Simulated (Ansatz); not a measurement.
## InRh: a vibration from a frozen displacement

Method: Ansatz 0.2.0, DFT PBEsol, scalar-relativistic, plane waves, PAW. Settings: plane waves to 420 eV, k-mesh 16×16×16 (Γ-centred), Gaussian smearing 0.15 eV. No spin polarisation. Energies are free energies at this smearing, counted from the undisturbed cell; pressure is positive in compression.

The starting cell (as given, not relaxed at this level; it stands at -1.1 GPa, and it needn't be the usual structure):

```
In Rh
1.0
     3.19600    0.00000    0.00000
     0.00000    3.19600    0.00000
     0.00000    0.00000    3.19600
In Rh
1 1
Direct
  0.50000 0.50000 0.50000
  0.00000 0.00000 0.00000
```

Every Rh atom is moved by x along the Cartesian unit vector (-1.000, 0.000, 0.000); the cell and all other atoms stay fixed. The cell's volume is 32.65 Å³; the moved atoms weigh 102.906 u together and the others 114.818 u. Some rows repeat others by symmetry and weren't run.

```csv
x (Å),ΔE (meV/cell),total force on the moved atoms along the move (eV/Å),pressure (GPa)
-0.5000,759.93,2.9971,15.0979
-0.4375,583.51,2.6455,11.4853
-0.3750,429.53,2.2801,8.2631
-0.3125,298.68,1.9064,5.4718
-0.2500,191.33,1.5282,3.1439
-0.1875,107.70,1.1477,1.3057
-0.1250,47.89,0.7659,-0.0226
-0.0625,11.98,0.3832,-0.8258
0.0000,0.00,0.0000,-1.0946
0.0625,11.98,-0.3832,-0.8258
0.1250,47.89,-0.7659,-0.0226
0.1875,107.70,-1.1477,1.3057
0.2500,191.33,-1.5282,3.1439
0.3125,298.68,-1.9064,5.4718
0.3750,429.53,-2.2801,8.2631
0.4375,583.51,-2.6455,11.4853
0.5000,759.93,-2.9971,15.0979
```

Task: What frequency belongs to this motion?

Result: The force constant is k = −dF/dx = 6.131 eV/Å², from the parabola through x = -0.0625, 0 and 0.0625. In every cell the moved atoms swing against the rest, so the mass is μ = m₁m₂/(m₁ + m₂) = 54.268 u, and ν̃ = 521.5 cm⁻¹ × √(|k|/μ) = 175 cm⁻¹, at this cell's pressure of -1.1 GPa. To first order in x, and within 1 %, the force on every atom lies along the move and, within each of the two groups, in proportion to the atom's mass, so this is itself a mode at the zone centre of this cell.

Task: How far does the harmonic law reach?

Result: At x = -0.500 Å, kx²/2 = 766.40 meV against the computed 759.93 meV (-0.8 %): the well is still close to harmonic there.

Task: The pressure changes with x². What does that say about the frequency under compression?

Result: With E = k(V)x²/2, k ∝ V^(−2γ) and x scaling with the cell as V^(1/3), P − P0 = −∂E/∂V = (2γ − 2/3) ΔE/V. At x = 0.1250 Å, V(P − P0) = 32.65 × 1.07205 / 160.2 eV = 218.44 meV and ΔE = 47.89 meV, so γ = 1/3 + V(P − P0)/(2ΔE) = 2.61. This is the Grüneisen parameter of the motion under uniform scaling of the cell: shrinking the cell evenly by 1 % in volume raises the frequency by about 2.61 %.

In a metal these slopes depend on the k mesh and the smearing.